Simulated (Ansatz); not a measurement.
Computed with DFT PBE, scalar-relativistic, plane waves, PAW in Ansatz. All cells share a 420 eV cutoff and Γ-centred k meshes spaced at most about 0.3 Å⁻¹ (about 0.25 or finer for metals, 2π included). No spin polarisation in the final relaxations.

Temperature and zero-point effects are left out. All come from trial cells, and lower structures may exist.

Question: Order these relaxed structures of ScGaSe by energy, lowest first, with the energy over the lowest of them.
A.

Space group P4/nmm:1 (No. 129). a = 5.285 Å, b = 5.285 Å, c = 5.725 Å, α = 90.00°, β = 90.00°, γ = 90.00°
```json
{"atom": "Sc", "site": "2c", "symmetry": "4mm", "x": "0.5000", "y": "0.0000", "z": "0.9589"}
{"atom": "Ga", "site": "2c", "symmetry": "4mm", "x": "0.0000", "y": "0.5000", "z": "0.5471"}
{"atom": "Se", "site": "2a", "symmetry": "-4m2", "x": "0.0000", "y": "0.0000", "z": "0.0000"}
```

B.

Space group P6_3/mmc (No. 194). a = 5.049 Å, b = 5.049 Å, c = 5.386 Å, α = 90.00°, β = 90.00°, γ = 120.00°
| atom | site | symmetry | x | y | z |
| --- | --- | --- | --- | --- | --- |
| Sc | 2d | -6m2 | 0.6667 | 0.3333 | 0.2500 |
| Ga | 2a | -3m. | 0.0000 | 0.0000 | 0.5000 |
| Se | 2c | -6m2 | 0.3333 | 0.6667 | 0.2500 |

C.

Space group P-6m2 (No. 187). a = 4.567 Å, b = 4.567 Å, c = 3.397 Å, α = 90.00°, β = 90.00°, γ = 120.00°
```tsv
atom	site	symmetry	x	y	z
Sc	1e	-6m2	0.6667	0.3333	0.0000
Ga	1b	-6m2	0.0000	0.0000	0.5000
Se	1d	-6m2	0.3333	0.6667	0.5000
```

D.

Space group P4/mmm (No. 123). a = 4.106 Å, b = 4.106 Å, c = 4.998 Å, α = 90.00°, β = 90.00°, γ = 90.00°
```
atom  site  symmetry       x       y       z
  Sc    1c     4/mmm  0.5000  0.5000  0.0000
  Ga    1a     4/mmm  0.0000  0.0000  0.0000
  Se    1d     4/mmm  0.5000  0.5000  0.5000
```

Answer: B (0 meV/atom), A (121 meV/atom), C (271 meV/atom), D (353 meV/atom). Forms: B P6_3/mmc; A P4/nmm; C P-6m2; D P4/mmm. Counting Se atoms around Ga and Sc (those within 1.25 times the shortest such distance or 1.15 times the sum of covalent radii, 1.27 where that leaves under three; a plus sign parts nearer from farther groups; the shortest distance is added where it exceeds 1.18 times the sum of covalent radii): B has Sc 5, Ga 6 from 3.2 Å; A has Sc 4, Ga 4+4 from 3.7 Å; C has Sc 6, Ga 3; D has Sc 2, Ga 8 from 3.8 Å.

Cells relaxed within their symmetry can be saddle points. Some types were kept out of the candidates beforehand, so the set may lack a known form.
